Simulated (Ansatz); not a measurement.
Os (fcc, Cu type)

```
CELL_PARAMETERS angstrom
      0.00000     1.90125     1.90125
      1.90125     0.00000     1.90125
      1.90125     1.90125     0.00000
ATOMIC_POSITIONS crystal
  Os 0.00000 0.00000 0.00000
```

The slice is a {100} plane (indices of the conventional cell) through the point (0.000, 0.000, 0.000) (fractional), spanned by u = [100] and v = [0 1 -1] in vectors of this cell: u (2.69 Å) and v (2.69 Å, at 90° to u). It covers one period; positions are fractions (u, v).

Level of theory: LDA (plane waves to 420 eV, PAW, scalar-relativistic; Ansatz, an electronic-structure program). k mesh 21×21×21. Inside the PAW spheres the values are not all-electron values, and peaks at nuclei hang on which shells count as valence. Os is run without spin polarisation. Os was relaxed with its symmetry unable to fall. Spin-orbit coupling is left out, though Os is heavy. This is one of several known forms of Os; the measured ambient cells at hand have space group No. 194.

**Question.** What is the ELF at the midpoint of the shortest Os–Os line in this plane (2.69 Å)?

**Answer.** 0.39.

**Question.** What is the valence density on the shortest Os–Os line in this plane (2.69 Å), at its midpoint?

**Answer.** 0.48 e/Å³.

**Question.** Sketch the electron localisation function (ELF) on this plane as a map.

**Answer.** 
```
|xxxx9852233322589xxx|
|xxxx9742233322479xxx|
|xxx986311232113689xx|
|99987421122211247899|
|88764211122211124678|
|55432111111111112345|
|22211111111111111122|
|22211111000001111122|
|33322211000001122233|
|33332211000001122333|
|33322211000001122233|
|22211111000001111122|
|22211111111111111122|
|55432111111111112345|
|88764211122211124678|
|99987421122211247899|
|xxx986311232113689xx|
|xxxx9742233322479xxx|
|xxxx9852233322589xxx|
|xxxx9852233322589xxx|
```
Scale: ten equal steps from 0.18 (start of '0') to 0.70 (end of '9'), in the order '0123456789'. Values: electron localisation function (ELF). The map has 20 points along u (one character each, u = 0 at the left) and 20 along v (v = 0 in the bottom row). Points within 0.5 Å of a nucleus are blanked (x), as the pseudised field means little there.
